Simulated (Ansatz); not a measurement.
# FeGe: which magnetic order is lowest?

```yaml
crystal:
  lattice:
    - [4.68900, 0.00000, 0.00000]
    - [0.00000, 4.68900, 0.00000]
    - [0.00000, 0.00000, 4.68900]
  atoms:
    - { symbol: Fe, position: [0.13500, 0.13500, 0.13500] }
    - { symbol: Fe, position: [0.36500, 0.86500, 0.63500] }
    - { symbol: Fe, position: [0.63500, 0.36500, 0.86500] }
    - { symbol: Fe, position: [0.86500, 0.63500, 0.36500] }
    - { symbol: Ge, position: [0.84200, 0.84200, 0.84200] }
    - { symbol: Ge, position: [0.65800, 0.15800, 0.34200] }
    - { symbol: Ge, position: [0.34200, 0.65800, 0.15800] }
    - { symbol: Ge, position: [0.15800, 0.34200, 0.65800] }
```

Computed with plane-wave PAW DFT (Ansatz 0.2.0): PBE, 420 eV cutoff, 7×7×7 Γ-centred mesh, fermi-dirac occupations of width 0.050 eV. The atoms are fixed and numbered as listed; spin is collinear, without spin-orbit coupling.

The cycle has several fixed points for this cell. Moments (μB):

```csv
state,Fe1,Fe2,Fe3,Fe4,other atoms together,size of the net moment a cell
A,0.95,0.95,-0.95,-0.95,0.00,0.00
B,1.18,1.18,1.18,1.18,-0.22,4.26
C,0.00,0.00,0.00,0.00,0.00,0.00
```

Site moments are taken in small spheres that don't touch (radius about 0.4 of the atom's shortest bond), so those of the magnetic atoms read low, and they needn't add up to the net moment. State C was run without spin polarisation.

Question: What is the order in energy at zero smearing?

Answer: State B (parallel moments) is lowest; A (antiparallel, compensated) lies 26 meV above it, C (without moments) lies 32 meV above it, all counted an atom of the cell.

Question: What does magnetism gain here?

Answer: 32 meV an atom of the cell, or 64 meV for each Fe atom, against state C, which has none. In a metal like this the level decides whether moments form at all, so this is no ordering energy.

Of 3 runs begun from atoms with typed moments, each in a different pattern, 2 ended in state B: one start isn't enough to call a state the ground state.

The cell is that of a Crystallography Open Database entry, unchanged.

Caveats: only orders that fit this cell and collinear spins were tried, so the true order may need a larger cell or canted moments; atoms and cell are not relaxed, and each state would relax in its own way; the k mesh is coarse, so differences of a few meV are uncertain where a state is a metal; one start a pattern, so a lower state of the same pattern may exist; the nearest magnetic atoms form triangles, which frustrates antiparallel coupling, so the true order may be non-collinear or need another cell.
